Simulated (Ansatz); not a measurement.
This run works on a generated trial structure, not on a known crystal.

Input and command of a plane-wave DFT calculation in Ansatz:

```yaml
crystal:
  lattice:
    - [2.51404032, 0.0, 0.0]
    - [-1.25702016, 2.17722279, 0.0]
    - [0.0, 0.0, 12.01092715]
  atoms:
    - { symbol: Cu, position: [0.33333333, 0.66666667, 0.08333333] }
    - { symbol: Cu, position: [0.66666667, 0.33333333, 0.91666667] }
    - { symbol: Ni, position: [0.33333333, 0.66666667, 0.75], spin: 2.0 }
    - { symbol: Ni, position: [0.33333333, 0.66666667, 0.41666667], spin: 2.0 }
    - { symbol: Ni, position: [0.66666667, 0.33333333, 0.25], spin: 2.0 }
    - { symbol: Ni, position: [0.66666667, 0.33333333, 0.58333333], spin: 2.0 }
basis:
  ecutwfc: 420
kpoints:
  mp_grid: { grid: [6, 6, 2] }
hamiltonian:
  xc: pbe
scf:
  occupations: { method: gaussian, width: 0.1 }
  lower_state_search: "off"
output:
  forces: true
  stress: true
  eigenvalues: true
  populations: true
magnetization:
  spin_polarized: true
relax:
  adjacent_minimum: "off"
  f_tol: 0.04
  max_steps: 70
  cell: { stress_tol: 0.4 }
```

```bash
ansatz run input.yaml --threads 1 --pin off --max-ram 2560MiB --backend cpu --events-out ev --progress --plain --runs-dir out
```

Processor: Intel(R) Xeon(R) Processor @ 2.50GHz (Skylake/Cascade Lake), 1 thread, on a host shared with other jobs.

**Question.** Estimate time, memory and problem size.

**Answer.** About 2.8 min, peak memory 0.47 GiB. It solves 71 bands at 14 k points (after reduction by symmetry) with about 1307 plane waves (on the last cell), in 76 SCF iterations over 6 ionic steps.
